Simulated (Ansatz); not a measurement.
## Data sheet: TiTe2 (DFT)

TiTe₂:
```
TiTe2
1.0
    0.00000     3.43507     3.43507
    3.43507     0.00000     3.43507
    3.43507     3.43507     0.00000
Ti Te
1 2
Direct
  0.00000   0.00000   0.00000
  0.25000   0.25000   0.25000
  0.75000   0.75000   0.75000
```

Space group Fm-3m (No. 225), fluorite or antifluorite type; conventional cell a = 6.870 Å, b = 6.870 Å, c = 6.870 Å, α = 90.00°, β = 90.00°, γ = 90.00°.

Method: DFT-HSE06 in the program Ansatz with PAW potentials. Geometry: relaxed at this level of theory. Other levels are named where they apply.

Cell and energy:

* **Volume per atom**: 27.02 Å³
* **Density**: 6.21 g/cm³

Electronic structure:

Electronic character: metallic (no gap)

Mechanics:

- Bulk modulus (Birch–Murnaghan fit) = 64.2 GPa
- Pressure derivative B′ = 3.0

Charges:

Bader charges: Ti +1.49, Te -0.74 e

The cell is a constructed one: a structure type filled with these elements; neither database checked (COD, Materials Project) lists it. COD files the formula under space group No. 164, so this cell is another polymorph or a model. Its standing as an ambient phase is unchecked. The cell was relaxed with HSE06 under the symmetry of its start; whether a distortion lowers the energy is not shown. The run is not spin-polarised. The hybrid run found no gap, on a coarse k-mesh. Scalar-relativistic: spin–orbit coupling is off unless named, which matters more the heavier the elements.

Potentials: the later of the program's two PAW sets.
